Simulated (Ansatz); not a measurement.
Relaxed-ion elastic tensor of BIr in space group P-6m2 (No. 187; B on 1b, Ir on 1e) in GPa (Voigt order), the program Ansatz at the LDA level (PAW); density 16.11 g/cm³, 10.46 Å³ per atom.

```
  348    383    212    0.0    0.0    0.0
  383    348    212    0.0    0.0    0.0
  212    212    838    0.0    0.0    0.0
  0.0    0.0    0.0    136    0.0    0.0
  0.0    0.0    0.0    0.0    136    0.0
  0.0    0.0    0.0    0.0    0.0  -17.6
```

Is the crystal mechanically stable?

No: the smallest eigenvalue of C is -35.1 GPa.

The workflow started from a Materials Project entry (that database holds measured and hypothetical structures alike); the Crystallography Open Database copy checked does not list it. Whether it is the stable phase at ambient conditions was not checked. The LDA relaxation kept the symmetry of its start. At this level the phase is mechanically unstable. No spin polarisation was allowed. As this level gives no gap, shear constants depend on the k-mesh and smearing (Fermi–Dirac, 0.1 eV here). On the denser mesh and wider smearing of the elastic run this cell carries a stress of 0.7 GPa. Scalar-relativistic: spin–orbit coupling is off unless named, which matters more the heavier the elements.

Potentials: the later of the program's two PAW sets.
